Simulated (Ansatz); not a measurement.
A crystal relaxed with r2SCAN in Ansatz has space group Amm2 (No. 38) and a = 4.097 Å, b = 8.195 Å, c = 11.687 Å.

| atom | site | x | y | z |
| --- | --- | --- | --- | --- |
| B | 2a | 0.0000 | 0.5000 | 0.4944 |
| Xx | 4e | 0.5000 | 0.2521 | 0.7512 |
| Xx | 2a | 0.0000 | 0.5000 | 0.9966 |
| As | 2b | 0.5000 | 0.5000 | 0.5998 |
| As | 4d | 0.0000 | 0.2157 | 0.8911 |
| As | 2b | 0.5000 | 0.5000 | 0.1245 |

With HSE06 the valence top lies at Σ₀–Γ (0.80 of the way from Σ₀) and the conduction bottom at Γ, 0.03 eV higher; the smallest vertical gap, at Γ, is 0.08 eV. (With 0.02 eV of smearing so small a gap leaves both edges partly filled, and it could close between the points sampled.) With PBE the bands overlap by 0.06 eV (counted from 1, band 51 peaks at Σ₀–Γ (0.80 of the way from Σ₀) and band 52 bottoms out at Γ–Y (0.20 of the way from Γ)): no gap. Meshes: HSE06 4×2×2, PBE 6×4×4.

Task: Which element is Xx?
A. Al
B. Tl
C. In
D. Ga

Result: C. Xx is In: In₃BAs₄ as one 8-atom ordering (Amm2) on the zincblende lattice. B has 4 As at 2.14–2.39 Å; In has 4 As at 2.54–2.69 Å; In has 4 As at 2.54–2.64 Å; As has 2 B at 2.39 Å and 2 In at 2.69 Å; As has 1 B at 2.14 Å and 3 In at 2.64 Å; As has 4 In at 2.54 Å.

The cell comes from a prototype generator: it can be a known phase or a hypothetical one. Spin polarisation is off.

No spin-orbit coupling is included; it can move band edges with weight on the heavy atoms by tenths of an eV.

Where an edge lies off the special points, it is a point of the mesh or the k point where a search put PBE's edge or least direct gap, reused for the other functionals, whose own edges may lie a little apart; PBE's own value is read along its path and can be a few hundredths of an eV high.

The meshes of the hybrids are coarse, so their gaps aren't converged to the digits shown.
